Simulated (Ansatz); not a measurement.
The following input was run with Ansatz 0.2.0.

```yaml
crystal:
  lattice:
    - [3.6191143596, 0.0, 0.0]
    - [-1.8095571798, 3.1342449746, 0.0]
    - [0.0, 0.0, 5.4468634355]
  atoms:
    - { symbol: Mn, position: [0.0, 0.0, 0.0], spin: 3.14 }
    - { symbol: Mn, position: [0.0, 0.0, 0.5], spin: 3.14 }
    - { symbol: As, position: [0.3333333333, 0.6666666667, 0.25], spin: -0.12 }
    - { symbol: As, position: [0.6666666667, 0.3333333333, 0.75], spin: -0.12 }
basis:
  ecutwfc: 420
kpoints:
  mp_grid: { grid: [12, 12, 8] }
hamiltonian:
  xc: pbe
scf:
  occupations: { method: gaussian, width: 0.1 }
output:
  forces: true
  stress: true
  eigenvalues: true
  populations: true
magnetization:
  spin_polarized: true
relax:
  adjacent_minimum: "off"
  f_tol: 0.01
  max_steps: 30
  cell: { stress_tol: 0.1, fix: [volume] }
```

Run as
```bash
ansatz run input.yaml --threads 1 --pin off --max-ram 2560MiB --backend cpu --events-out ev --progress --plain --runs-dir out
```

All numbers below come from DFT PBE, scalar-relativistic, plane waves, PAW in Ansatz.

Abridged output:

```
Pseudopotentials: kind: paw
Pseudopotential: Mn, paw, valence charge 15, recommended cutoff 420 eV (normal)
Pseudopotential: As, paw, valence charge 15, recommended cutoff 420 eV (normal)
Functional definition: PBE
Crystal: 4 atoms, lattice volume = 61.785 Å³
Basis set: ecut = 420 eV, 1183 PW (Γ), exchange–correlation on 50×50×80 points (8 copies of the dense FFT grid, shifted against one another)
Bands: 40, of which v1, the nominal top of the filled ones, is band 30 counted from 1 (29 counted from 0)
Symmetry: 24 space group operations
Space group: P63/mmc (ITA 194), of the structure as read, at distance tolerance 4.0e-5 Å
Magnetic group: BNS 194.263 (UNI 1493), of the structure as read, at distance tolerance 4.0e-5 Å
k-points: 95 of 1152
Initial density: superposition of atomic densities (chi_scale 0.1, normalization cell)
Starting moments: Σ|m| = 6.52 μB on 4 of 4 sites
Initial wavefunctions: pseudopotential atomic-orbital guess
Functional: x = pbe(κ = 0.804, μ = 0.21951497), c = pbe(β = 0.06672455)
SCF iter   1: F=—  HF=-17506.661290 eV  |F-HF|=—  |Δ(HF+E_count)|=         —  Δρ=1.90e-2 (↑1.83e-2 ↓1.90e-2) dr2=4.92e-1  dr2_m=7.43e-2  M=5.654 μB ∫|m|=6.217 μB  β_m=0.30  ethr=8.12e-4  ⟨swp⟩=1.0  Hψ=33742  notcnv=0
Mixer restart at iter 1: flushing history
spin=Collinear: Kerker preconditioning applied to the charge; magnetization (m = ρ↑ − ρ↓) channel mixes plain (no charge-response kernel on spin).
SCF iter   2: F=—  HF=-17508.395292 eV  |F-HF|=—  |Δ(HF+E_count)|=    1.73e0  Δρ=1.50e-2 (↑1.50e-2 ↓1.46e-2) dr2=4.13e-1  dr2_m=4.34e-2  M=5.648 μB ∫|m|=6.245 μB  β_m=0.65  ethr=8.12e-4  ⟨swp⟩=2.0  Hψ=9340  notcnv=0
SCF iter   3: F=—  HF=-17510.453237 eV  |F-HF|=—  |Δ(HF+E_count)|=    2.06e0  Δρ=9.85e-3 (↑8.78e-3 ↓9.85e-3) dr2=2.71e-1  dr2_m=8.96e-3  M=5.578 μB ∫|m|=6.226 μB  β_m=0.82  ethr=6.88e-4  ⟨swp⟩=2.3  Hψ=10567  notcnv=0
SCF iter   4: F=—  HF=-17510.827252 eV  |F-HF|=—  |Δ(HF+E_count)|=         —  Δρ=4.62e-3 (↑3.72e-3 ↓4.62e-3) dr2=2.24e-2  dr2_m=7.30e-3  M=5.420 μB ∫|m|=6.076 μB  β_m=0.82  ethr=4.51e-4  ⟨swp⟩=2.1  Hψ=12006  notcnv=0  defer=504
Mixer restart at iter 4: flushing history
SCF iter   5: F=—  HF=-17510.831817 eV  |F-HF|=—  |Δ(HF+E_count)|=   4.56e-3  Δρ=4.81e-3 (↑4.81e-3 ↓1.41e-3) dr2=1.27e-2  dr2_m=2.81e-3  M=5.398 μB ∫|m|=6.038 μB  β_m=0.91  ethr=3.73e-5  ⟨swp⟩=1.9  Hψ=9197  notcnv=0  defer=504
SCF iter   6: F=—  HF=-17510.838155 eV  |F-HF|=—  |Δ(HF+E_count)|=   6.34e-3  Δρ=2.63e-3 (↑2.63e-3 ↓8.50e-4) dr2=3.07e-3  dr2_m=1.26e-3  M=5.435 μB ∫|m|=6.079 μB  β_m=0.78  ethr=2.11e-5  ⟨swp⟩=2.0  Hψ=14260  notcnv=0  defer=551
SCF iter   7: F=—  HF=-17510.836361 eV  |F-HF|=—  |Δ(HF+E_count)|=   1.79e-3  Δρ=7.57e-4 (↑7.01e-4 ↓7.57e-4) dr2=1.37e-3  dr2_m=2.10e-6  M=5.422 μB ∫|m|=6.063 μB  β_m=0.89  ethr=5.12e-6  ⟨swp⟩=2.0  Hψ=14119  notcnv=0  defer=518
SCF iter   8: F=—  HF=-17510.836616 eV  |F-HF|=—  |Δ(HF+E_count)|=   2.55e-4  Δρ=3.99e-4 (↑3.99e-4 ↓1.63e-4) dr2=1.80e-4  dr2_m=1.30e-5  M=5.431 μB ∫|m|=6.075 μB  β_m=0.92  ethr=2.28e-6  ⟨swp⟩=2.0  Hψ=9733  notcnv=0  defer=534
SCF iter   9: F=—  HF=-17510.836620 eV  |F-HF|=—  |Δ(HF+E_count)|=   4.24e-6  Δρ=1.49e-4 (↑1.49e-4 ↓1.38e-4) dr2=6.18e-5  dr2_m=7.71e-8  M=5.429 μB ∫|m|=6.073 μB  β_m=0.79  ethr=3.01e-7  ⟨swp⟩=2.0  Hψ=11515  notcnv=0  defer=533
SCF iter  10: F=—  HF=-17510.836603 eV  |F-HF|=—  |Δ(HF+E_count)|=   1.70e-5  Δρ=4.62e-5 (↑4.62e-5 ↓4.23e-5) dr2=5.75e-6  dr2_m=1.69e-8  M=5.428 μB ∫|m|=6.072 μB  β_m=0.90  ethr=1.03e-7  ⟨swp⟩=2.0  Hψ=11494  notcnv=0  defer=533
SCF iter  11: F=—  HF=-17510.836604 eV  |F-HF|=—  |Δ(HF+E_count)|=   1.03e-6  Δρ=1.22e-5 (↑1.22e-5 ↓5.97e-6) dr2=2.14e-7  dr2_m=8.05e-9  M=5.427 μB ∫|m|=6.071 μB  β_m=0.95  ethr=9.59e-9  ⟨swp⟩=2.0  Hψ=9526  notcnv=0  defer=531
SCF iter  12: F=—  HF=-17510.836604 eV  |F-HF|=—  |Δ(HF+E_count)|=   2.83e-9  Δρ=3.68e-6 (↑1.42e-6 ↓3.68e-6) dr2=1.01e-8  dr2_m=2.14e-9  M=5.427 μB ∫|m|=6.071 μB  β_m=0.97  ethr=3.56e-10  ⟨swp⟩=2.0  Hψ=9938  notcnv=0  defer=531
SCF iter  13: F=-17510.836604 eV  HF=-17510.836604 eV  |F-HF|=1.78e-8  |Δ(HF+E_count)|=   1.57e-8  Δρ=3.15e-6 (↑2.44e-6 ↓3.15e-6) dr2=2.06e-8  dr2_m=1.04e-10  M=5.427 μB ∫|m|=6.071 μB  ethr=1.68e-11  ⟨swp⟩=6.4  Hψ=27470  notcnv=0
SCF 1 converged in 13 iterations: F = -17510.836604 eV  dr2 = 2.06e-8
relax step   1: F+E_penalty+E_count = -17510.83660443 eV  Δ(F+E_penalty+E_count) = +0.000e0 eV  max|allowed force component| = 1.099e-17 eV/Å  Δτ_max = 0.0000 Å  P = +2.378 GPa  Ω = 61.785 Å³  fix = [volume]  reactions: volume +2.378 GPa (13 SCF iters, dr2 threshold 1.00e-7 eV, accepted)
Initial density: handed on by an earlier stage of this run
Starting moments: Σ|m| = 6.52 μB on 4 of 4 sites; this step starts from the density that it was given
Initial wavefunctions: those handed on with the density
SCF iter   1: F=—  HF=-17510.836699 eV  |F-HF|=—  |Δ(HF+E_count)|=         —  Δρ=2.49e-4 (↑2.49e-4 ↓1.53e-4) dr2=9.53e-6  dr2_m=2.07e-5  M=5.431 μB ∫|m|=6.075 μB  β_m=0.65  ethr=1.41e-8  ⟨swp⟩=3.0  Hψ=33370  notcnv=0
SCF iter   2: F=—  HF=-17510.836698 eV  |F-HF|=—  |Δ(HF+E_count)|=   8.91e-7  Δρ=8.32e-5 (↑7.61e-5 ↓8.32e-5) dr2=4.23e-6  dr2_m=2.24e-6  M=5.430 μB ∫|m|=6.074 μB  β_m=0.53  ethr=1.41e-8  ⟨swp⟩=2.0  Hψ=13350  notcnv=0
SCF iter   3: F=—  HF=-17510.836700 eV  |F-HF|=—  |Δ(HF+E_count)|=   1.53e-6  Δρ=1.15e-4 (↑1.15e-4 ↓5.04e-5) dr2=2.35e-6  dr2_m=3.66e-6  M=5.431 μB ∫|m|=6.076 μB  β_m=0.53  ethr=7.05e-9  ⟨swp⟩=2.0  Hψ=13365  notcnv=0
SCF iter   4: F=—  HF=-17510.836699 eV  |F-HF|=—  |Δ(HF+E_count)|=   8.89e-7  Δρ=1.60e-5 (↑1.20e-5 ↓1.60e-5) dr2=5.24e-8  dr2_m=9.74e-8  M=5.431 μB ∫|m|=6.076 μB  β_m=0.67  ethr=3.91e-9  ⟨swp⟩=2.0  Hψ=12763  notcnv=0
SCF iter   5: F=—  HF=-17510.836699 eV  |F-HF|=—  |Δ(HF+E_count)|=   5.27e-8  Δρ=5.03e-6 (↑5.03e-6 ↓3.31e-6) dr2=2.23e-9  dr2_m=8.56e-9  M=5.431 μB ∫|m|=6.076 μB  β_m=0.75  ethr=8.73e-11  ⟨swp⟩=2.0  Hψ=12981  notcnv=0
SCF iter   6: F=-17510.836699 eV  HF=-17510.836699 eV  |F-HF|=3.46e-8  |Δ(HF+E_count)|=   1.96e-8  Δρ=5.37e-6 (↑1.82e-6 ↓5.37e-6) dr2=3.73e-8  dr2_m=2.41e-9  M=5.432 μB ∫|m|=6.076 μB  ethr=3.72e-12  ⟨swp⟩=2.0  Hψ=22675  notcnv=0
SCF 2 converged in 6 iterations: F = -17510.836699 eV  dr2 = 3.73e-8
relax step   2: F+E_penalty+E_count = -17510.83669914 eV  Δ(F+E_penalty+E_count) = -9.470e-5 eV  max|allowed force component| = 1.388e-17 eV/Å  Δτ_max = 0.0000 Å  P = +2.386 GPa  Ω = 61.785 Å³  energy of the carried Pulay correction = -6.847e-7 eV  fix = [volume]  reactions: volume +2.386 GPa (6 SCF iters, dr2 threshold 7.17e-8 eV, accepted)
Initial wavefunctions: pseudopotential atomic-orbital guess (no wavefunctions were taken with the density)
SCF iter   1: F=—  HF=-17510.836702 eV  |F-HF|=—  |Δ(HF+E_count)|=         —  Δρ=2.75e-6 (↑2.69e-6 ↓2.75e-6) dr2=9.86e-10  dr2_m=3.00e-9  M=5.432 μB ∫|m|=6.076 μB  β_m=0.65  ethr=2.84e-8  ⟨swp⟩=3.1  Hψ=47278  notcnv=0
SCF iter   2: F=—  HF=-17510.836701 eV  |F-HF|=—  |Δ(HF+E_count)|=   8.25e-7  Δρ=1.47e-6 (↑6.67e-7 ↓1.47e-6) dr2=7.40e-10  dr2_m=4.34e-10  M=5.432 μB ∫|m|=6.076 μB  β_m=0.54  ethr=1.64e-12  ⟨swp⟩=2.9  Hψ=15893  notcnv=0
SCF iter   3: F=—  HF=-17510.836701 eV  |F-HF|=—  |Δ(HF+E_count)|=   3.38e-9  Δρ=1.50e-6 (↑1.50e-6 ↓1.03e-6) dr2=9.73e-11  dr2_m=8.64e-10  M=5.432 μB ∫|m|=6.076 μB  β_m=0.73  ethr=1.23e-12  ⟨swp⟩=2.0  Hψ=13362  notcnv=0
SCF iter   4: F=—  HF=-17510.836701 eV  |F-HF|=—  |Δ(HF+E_count)|=   1.29e-9  Δρ=4.80e-7 (↑4.23e-7 ↓4.80e-7) dr2=4.94e-10  dr2_m=1.81e-12  M=5.432 μB ∫|m|=6.076 μB  β_m=0.61  ethr=1.00e-12  ⟨swp⟩=2.3  Hψ=13208  notcnv=0
SCF iter   5: F=—  HF=-17510.836701 eV  |F-HF|=—  |Δ(HF+E_count)|=  7.28e-11  Δρ=3.29e-7 (↑3.29e-7 ↓2.24e-7) dr2=1.26e-11  dr2_m=2.29e-11  M=5.432 μB ∫|m|=6.076 μB  β_m=0.79  ethr=1.00e-12  ⟨swp⟩=2.0  Hψ=12744  notcnv=0
SCF iter   6: F=-17510.836701 eV  HF=-17510.836701 eV  |F-HF|=7.28e-12  |Δ(HF+E_count)|=  3.64e-10  Δρ=1.10e-7 (↑5.21e-8 ↓1.10e-7) dr2=1.19e-11  dr2_m=1.12e-12  M=5.432 μB ∫|m|=6.076 μB  ethr=1.00e-12  ⟨swp⟩=2.1  Hψ=21665  notcnv=0
SCF 3 converged in 6 iterations: F = -17510.836701 eV  dr2 = 1.19e-11
SCF converged after 6 iterations
Magnetization: 5.4316 μB (32.7158 up, 27.2842 down)
Absolute magnetization: 6.0708 μB (∫|ρ↑−ρ↓|, with the PAW one-centre terms)
Spin contamination: 0.1769 ħ² per cell (⟨S²⟩ above its minimum at these occupations)
Per-site moments (μB) at R_I (Å): [(2.71119547, 1.02872293), (2.71119547, 1.02872293), (-0.09941742, 1.02872293), (-0.09941742, 1.02872293)]
Free energy (F): -17510.836701 eV
Harris-Foulkes:  -17510.836701 eV  (|F-HF|=7.28e-12)
Internal energy: -17510.824037 eV  (E = F + TS)
E sigma→0 (E₀):  -17510.830369 eV
Entropy (-TS):   -0.012664 eV (-3.166 meV/atom)
Fermi energy:    14.892077 eV
--- Per-component energies (eV) ---
  E_band       = -823.790455
  E_kinetic    = 820.726287
  E_local      = -6782.831485  (includes V_loc(G=0)·N_el)
  E_nonlocal   = -850.442963
  E_hartree    = 3291.932987
  E_xc         = -387.162496
  E_vxc        = -451.610810  (∫ρ·V_xc dr)
  E_paw        = -6276.866195  (= ΣΔE_a)
  E_vpaw       = -143.497682  (= ΣTr[D̂ρ^β])
  E_aug_tail   = 0.000001  (compensation charges beyond the density's cutoff)
  E_ewald      = -7326.180173
  E_smearing   = -0.012664  (= −TS)
--- Forces (eV/Å), atoms counted from 1 ---
  atom   1  Mn     0.00000000     0.00000000     0.00000000
  atom   2  Mn     0.00000000     0.00000000     0.00000000
  atom   3  As     0.00000000     0.00000000     0.00000000
  atom   4  As     0.00000000     0.00000000     0.00000000
--- Stress (GPa, compression-positive) ---
        2.346674       0.000000       0.000000
        0.000000       2.346674       0.000000
        0.000000       0.000000       2.466002
  P = ⅓ Tr σ = 2.3865 GPa (23.865 kbar)
--- Band table (eV; the first three rows and the last of 190) ---
  k-point 0 ↑: bands = ["-65.8992", "-65.8836", "-34.7450", "-34.7450", "-34.7291", "-34.7291", "-34.5778", "-34.4204", "-20.9461", "-20.9461", "-20.9364", "-20.9364", "-20.9318", "-20.9305", "-20.9263", "-20.9263", "-20.9241", "-20.9241", "1.0957", "4.1003", "7.9995", "10.5074", "10.5074", "11.3910", "12.0012", "12.0012", "12.3148", "12.3148", "13.3986", "13.3986", "14.9792", "15.5499", "15.5499", "16.7560", "18.2898", "18.2898", "18.8647", "21.1684", "21.9389", "21.9389"]
  k-point 1 ↑: bands = ["-65.8986", "-65.8842", "-34.7444", "-34.7444", "-34.7297", "-34.7297", "-34.5719", "-34.4265", "-20.9458", "-20.9458", "-20.9368", "-20.9368", "-20.9318", "-20.9306", "-20.9262", "-20.9262", "-20.9242", "-20.9242", "1.1661", "3.8668", "8.3209", "10.5591", "10.5591", "11.4186", "12.0353", "12.0353", "12.2277", "12.2277", "13.2676", "13.2676", "14.8612", "15.7612", "15.7612", "16.3501", "18.2382", "18.2382", "19.0223", "21.4832", "21.9502", "21.9502"]
  k-point 2 ↑: bands = ["-65.8969", "-65.8858", "-34.7427", "-34.7427", "-34.7314", "-34.7314", "-34.5549", "-34.4436", "-20.9448", "-20.9448", "-20.9379", "-20.9379", "-20.9316", "-20.9307", "-20.9259", "-20.9259", "-20.9244", "-20.9244", "1.3753", "3.3352", "9.1001", "10.7118", "10.7118", "11.4621", "11.9820", "11.9820", "12.1347", "12.1347", "13.0018", "13.0018", "14.5766", "15.4719", "16.2514", "16.2514", "18.0755", "18.0755", "19.4538", "21.9185", "22.0090", "22.0090"]
  k-point 94 ↓: bands = ["-62.8943", "-62.8943", "-31.7455", "-31.7455", "-31.7443", "-31.7443", "-31.6946", "-31.6946", "-20.9606", "-20.9606", "-20.9597", "-20.9597", "-20.9499", "-20.9499", "-20.9443", "-20.9443", "-20.9436", "-20.9436", "3.8500", "3.8500", "9.4734", "9.4734", "10.1976", "10.1976", "12.4519", "12.4519", "15.1539", "15.1539", "15.2586", "15.2586", "15.9916", "15.9916", "16.3330", "16.3330", "19.2665", "19.2665", "21.5785", "21.5785", "23.2731", "23.2731"]
--- Relaxed structure (2 steps of the walk, 2 accepted, 1 SCFs on fresh bases) ---
  F+E_penalty+E_count = -17510.83670114 eV   max|allowed force component| = 9.252e-18 eV/Å   (the final SCF, on the basis selected at the relaxed cell)
  cell:  # Å, volume = 61.7848 Å³
    - [3.61672001, 0.0, 0.0]
    - [-1.80836000, 3.13217140, 0.0]
    - [0.0, 0.0, 5.45407771]
  atoms:
    - { symbol: Mn, position: [0.0, 0.0, 0.0] }
    - { symbol: Mn, position: [0.0, 0.0, 0.5] }
    - { symbol: As, position: [0.33333333, 0.66666666, 0.25] }
    - { symbol: As, position: [0.66666666, 0.33333333, 0.75000000] }
--- Löwdin populations: 4 sites ---
  site symbol q [e]    m [muB]
     0     Mn     14.4049     2.8940
     1     Mn     14.4049     2.8940
     2     As     15.4366    -0.1779
     3     As     15.4366    -0.1779
  spilling = 0.005285 (of n_electrons = 60.000000)
```

The relaxation met its thresholds.

Time: 3.4 min on 1 thread of Intel(R) Xeon(R) Processor @ 2.50GHz (Skylake/Cascade Lake) (shared host), peak memory 0.66 GiB.

Only parallel moments were tried here.